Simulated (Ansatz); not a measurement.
In$_{2}$O$_{3}$:
```xyz
5
Lattice="3.4178 0.0000 0.0000 -1.7089 2.9599 0.0000 0.0000 0.0000 6.0542" Properties=species:S:1:pos:R:3 pbc="T T T"
In     1.7089     0.9866     4.6152
In     0.0000     1.9733     1.4391
O      1.7089     0.9866     2.0967
O      0.0000     1.9733     3.9575
O      0.0000     0.0000     0.0000
```

Relaxed with r²SCAN+D4. Special points in fractions of this cell's reciprocal vectors: Γ (0.000, 0.000, 0.000); M (0.500, 0.000, 0.000); K (0.333, 0.333, 0.000); A (0.000, 0.000, 0.500); L (0.500, 0.000, 0.500); H (0.333, 0.333, 0.500).

Q: List the band energies nearest the valence-band maximum at these points for DFT-r²SCAN+D4 in the program Ansatz with PAW potentials.

A: In eV from the valence-band maximum; about four levels below and three above (degenerate sets whole), none deeper than 8.9 eV; points with the same levels are listed once.

| k | below | above |
|---|---|---|
| Γ | -1.07 -1.07 -0.59 -0.59 -0.03 | 1.34 5.85 6.70 |
| M | -1.34 -1.04 -0.60 -0.34 | 4.75 6.99 7.94 |
| K | -3.18 -3.18 -0.28 -0.28 -0.02 | 6.60 6.60 9.44 |
| A | -0.81 -0.81 -0.70 -0.70 | 3.46 4.46 6.44 |
| L | -1.80 -1.27 -0.25 -0.01 | 5.14 6.87 7.29 |
| H | -2.15 -2.15 -1.01 -1.01 -0.51 | 6.66 6.66 9.93 9.93 |

Space group P-3m1 (La2O3 or Ni2Al3 type). The start of the workflow was typed in or built on a structure type; neither database checked (COD, Materials Project) lists it. It is not the phase usual at ambient conditions (space group No. 206). Symmetry was held in the r²SCAN+D4 relaxation. At this level the phase is mechanically unstable. The volume moved by -25 % from the start of the relaxation. Spin–orbit coupling is left out wherever it is not named.

Potentials: the earlier of the program's two PAW sets.
